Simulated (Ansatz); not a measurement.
**Ti started on a Cs site and Cs started on a Sn site, 5.33 Å apart on the ideal sites in cubic perovskite CsSnI3, 40 atoms, charge 0**

Method: Ansatz 0.2.0, DFT, PBEsol, PAW, plane waves.

Command:

```sh
ansatz run in.yaml --threads 8 --pin off --max-ram 118750MiB --runs-dir r --events-out ev --progress --plain --backend cuda --devices 0, --max-vram 170GiB
```

The input less its lattice and atoms (starting moments on atoms near the defect: 2 μB in all):

```yaml
crystal:
  symmetry: { detect: false }
kpoints:
  mp_grid: { grid: [1, 1, 1], shift: [0.25, 0.25, 0.25] }
hamiltonian:
  xc: pbesol
magnetization:
  spin_polarized: true
scf:
  occupations: { method: fermi_dirac, width: 0.01 }
relax:
  f_tol: 0.03
  max_steps: 80
  escape_saddle: false
  adjacent_minimum: "off"
output:
  forces: true
  eigenvalues: true
  populations: true
```

Start:

```xyz
40
Lattice="12.3145 0.0000 0.0000 0.0000 12.3145 0.0000 0.0000 0.0000 12.3145" Properties=species:S:1:pos:R:3 pbc="T T T"
Cs    0.0096   12.3136   12.3101
Cs    0.0123    0.0149    6.1891
Cs    0.0282    6.1387   12.3057
Cs   12.2911    6.1823    6.1535
Cs    6.1556   12.3029   12.2986
Cs    6.1935    0.0104    6.1470
Cs    6.1485    6.1664   12.2991
Cs    3.0947    3.0665    3.0591
Ti    6.1612    6.1650    6.1900
Sn    3.0786    3.1032    9.2292
Sn    3.0683    9.2338    3.0851
Sn    3.0700    9.2524    9.2400
Sn    9.2291    3.0952    3.0968
Sn    9.2236    3.0559    9.2676
Sn    9.1895    9.2314    3.0589
Sn    9.2707    9.2571    9.2133
I     3.0935    3.1060    0.0107
I     3.1160    3.0814    6.1589
I     3.1024    9.2404   12.3052
I     3.0845    9.2089    6.1535
I     9.2378    3.0897   12.2901
I     9.2353    3.0877    6.1503
I     9.1951    9.2280   12.2775
I     9.2173    9.2430    6.1894
I     0.0169    3.0842    3.1062
I     0.0067    3.0692    9.2323
I    12.3039    9.2148    3.1125
I     0.0118    9.2391    9.2659
I     6.1631    3.0556    3.0506
I     6.1804    3.0842    9.1773
I     6.1193    9.2212    3.0528
I     6.1884    9.2518    9.2766
I     3.0769    0.0365    3.0415
I     3.0686    0.0246    9.2597
I     3.0641    6.1349    3.0721
I     3.0388    6.1481    9.2065
I     9.2425   12.3072    3.1011
I     9.2340   12.3000    9.2373
I     9.2684    6.1610    3.0858
I     9.2520    6.1415    9.2741
```

Steps:

| step | energy less the first (eV) | largest force component (eV/Å) |
| --- | --- | --- |
| start | 0.000 | 1.939 |
| 1 | -1.021 | 0.147 |
| 2 | -1.254 | 0.203 |
| 3 | -1.510 | 0.449 |
| 4 | -1.910 | 0.833 |
| 5 | -2.249 | 0.943 |
| 6 | -2.748 | 1.072 |
| 7 | -3.221 | 0.987 |
| 8 | -3.579 | 0.626 |
| 9 | -3.823 | 0.207 |
| 10 | -4.095 | 0.223 |
| 11 | -4.376 | 0.308 |
| 12 | -4.683 | 0.277 |
| 13 | -4.990 | 0.290 |
| 14 | -5.335 | 0.431 |
| 15 | -5.703 | 0.517 |
| 16 | -5.973 | 0.248 |
| 17 | -6.161 | 0.194 |
| 18 | -6.315 | 0.115 |
| 19 | -6.433 | 0.076 |
| 20 | -6.521 | 0.089 |
| 21 | -6.541 | 0.026 |
| 22 | -6.547 | 0.048 |
| 23 | -6.553 | 0.056 |
| 24 | -6.558 | 0.030 |
| 25 | -6.564 | 0.037 |
| 26 | -6.567 | 0.031 |
| 27 | -6.570 | 0.030 |
| 28 | -6.574 | 0.024 |
| 29 | -6.577 | 0.023 |

A structure on the way, about -1.25 eV from the start:

```
Cs Ti Sn I
1.0
    12.31446    0.00000    0.00000
     0.00000   12.31446    0.00000
     0.00000    0.00000   12.31446
Cs Ti Sn I
8 1 7 24
Direct
  0.00250 0.00142 0.00087
  0.00243 0.00360 0.49914
  0.00395 0.49558 0.00172
  0.00052 0.49979 0.49711
  0.49689 0.00046 0.00123
  0.50158 0.00359 0.49747
  0.49820 0.49986 0.00063
  0.24652 0.24496 0.24559
  0.49946 0.49901 0.49939
  0.24979 0.25153 0.74622
  0.24993 0.74553 0.25107
  0.25068 0.75065 0.75031
  0.74670 0.25110 0.25155
  0.74920 0.25114 0.75117
  0.74888 0.75013 0.24990
  0.75039 0.75091 0.74959
  0.25453 0.25692 0.98248
  0.26259 0.25888 0.50913
  0.25252 0.74534 0.99989
  0.25810 0.74329 0.50081
  0.74653 0.25162 0.99912
  0.74296 0.25848 0.50016
  0.74735 0.74908 0.00056
  0.74330 0.74446 0.50102
  0.98337 0.25351 0.25591
  0.99981 0.25047 0.74576
  0.99958 0.74541 0.25336
  0.00069 0.74906 0.74978
  0.51009 0.26091 0.26013
  0.50092 0.25857 0.74046
  0.50031 0.74295 0.25676
  0.50091 0.74397 0.74516
  0.25323 0.98166 0.24982
  0.25123 0.00004 0.74823
  0.26222 0.50861 0.26277
  0.25463 0.50087 0.74136
  0.74689 0.99977 0.25276
  0.74819 0.00030 0.74833
  0.74406 0.50090 0.25825
  0.74500 0.50051 0.74487
```

End:

```
Cs Ti Sn I
1.0
    12.31446    0.00000    0.00000
     0.00000   12.31446    0.00000
     0.00000    0.00000   12.31446
Cs Ti Sn I
8 1 7 24
Cartesian
  12.1802 11.9906 12.0426
  0.1496 12.2949 6.7684
  12.0735 6.4489 12.0072
  0.3113 6.8536 6.2413
  6.1624 11.9870 12.1857
  6.4936 11.9608 6.0785
  6.4668 6.1981 12.1813
  1.6140 2.9990 2.8633
  5.0908 4.0202 4.8878
  3.2705 3.3085 9.4238
  3.2488 9.2776 2.9411
  3.2626 9.2708 9.1585
  9.0882 3.2337 3.4231
  9.3974 3.1501 9.5006
  9.3989 9.3289 3.0548
  9.3312 9.2764 9.1775
  3.0112 4.3942 12.1734
  3.4598 2.2807 6.1641
  3.3768 8.6457 12.1819
  3.0557 9.8595 6.0340
  9.8660 3.0384 0.1099
  7.5097 3.6331 6.0387
  9.2730 9.4041 12.2636
  9.5708 9.3224 6.1207
  11.3847 3.3868 5.3913
  0.2097 3.1526 9.2802
  0.1702 8.9375 2.8216
  0.1383 9.2110 9.3052
  5.9549 2.9679 2.5353
  6.3595 2.9578 9.9609
  6.3244 9.5338 3.0173
  6.3010 9.4407 9.1227
  3.0045 12.0953 2.1354
  3.0404 12.2930 9.7364
  3.4996 6.0410 3.9934
  3.4783 6.1376 8.3751
  9.6054 0.1177 3.2631
  9.4155 0.0705 9.1622
  9.2079 6.2391 2.8033
  9.2992 6.2183 9.3054
```

Self-consistency was reached.

Time: 64 s of wall time on one NVIDIA GB200 with 8 processor threads, on a host shared with other runs; peak host memory 2.8 GiB.

(1) How much energy did the relaxation gain, and which atom moved most?

The moment started at 2 μB and ended at 2.0 μB; no other spin state is shown. The one k point has no symmetry partners, which can distort the end along one axis.

## Answers

(1) 6.58 eV in 29 steps, from a start with small random displacements (the gain also holds any tilting of the ideal host); atom 9 (Ti) moved 2.73 Å, the median atom 0.44 Å (drift of the whole cell removed).
